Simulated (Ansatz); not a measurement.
Pd:
```
CELL_PARAMETERS angstrom
      0.00000     2.90382     2.90382
      2.90382     0.00000     2.90382
      2.90382     2.90382     0.00000
ATOMIC_POSITIONS crystal
  Pd 0.00000 0.00000 0.00000
  Pd 0.25000 0.25000 0.25000
```

Relaxed with PBE. Special points in fractions of this cell's reciprocal vectors: Γ (0.000, 0.000, 0.000); X (0.500, 0.000, 0.500); U (0.625, 0.250, 0.625); K (0.375, 0.375, 0.750); L (0.500, 0.500, 0.500); W (0.500, 0.250, 0.750).

Problem. List the band energies nearest the Fermi level at these points for the program Ansatz at the PBE level (PAW).

Solution. In eV from the Fermi level; about four levels below and three above (degenerate sets whole), none deeper than 8.9 eV; … stands for higher levels left out; points with the same levels are listed once.

```json
[
 {"k": "Γ", "below": "-1.29 -1.29 -1.29 -0.16 -0.16", "above": "…"},
 {"k": "X", "below": "-1.76 -1.76 -0.14 -0.14", "above": "1.94 1.94 …"},
 {"k": "U", "below": "-1.98 -1.78 -1.68 -0.06", "above": "0.09 1.83 2.23"},
 {"k": "L", "below": "-0.99 -0.99 -0.32 -0.32", "above": "0.04 1.29 …"},
 {"k": "W", "below": "-2.17 -2.17 -1.80 -1.80", "above": "0.09 0.09 2.28 2.28"}
]
```

Space group Fd-3m (diamond). The start of the workflow was typed in or built on a structure type; neither database checked (COD, Materials Project) lists it. It is not the phase usual at ambient conditions (space group No. 225). The cell was relaxed with PBE under the symmetry of its start; its stability against distortions is not shown here. The run is not spin-polarised. Spin–orbit coupling is left out wherever it is not named.

Potentials: the earlier of the program's two PAW sets.
